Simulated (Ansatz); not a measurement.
Ti$_{3}$As in space group P4_2/n (No. 86; Ti on 8g, Ti on 8g, Ti on 8g, As on 8g), PBE in the plane-wave PAW code Ansatz, all energies at zero smearing, with the estimated change up to a 700 eV cutoff added, with one set of potentials and settings (totals compare only within such a set). Cell of 32 atoms (24 Ti, 8 As): -98862.530 eV.

| element | reference phase | E (eV/atom) |
|---|---|---|
| Ti | P6/mmm, 3 atoms in the cell | -2499.6739 |
| As | R-3m, 2 atoms in the cell | -4856.1377 |

Formation energy per atom, worked out: (-98862.530 − 24×(-2499.6739) − 8×(-4856.1377))/32 = -0.664 eV/atom (-64 kJ per mol of atoms), at 0 K, without zero-point energy or fitted corrections.

The first step of the workflow began from a Materials Project structure, measured or hypothetical; the Crystallography Open Database copy checked does not list it. Its standing as an ambient phase is unchecked. The cell was relaxed with PBE under the symmetry of its start; its stability against distortions is not shown here. The run is not spin-polarised. The references are the lowest solids computed at this level, not always the standard phases.

Potentials: the later of the program's two PAW sets.
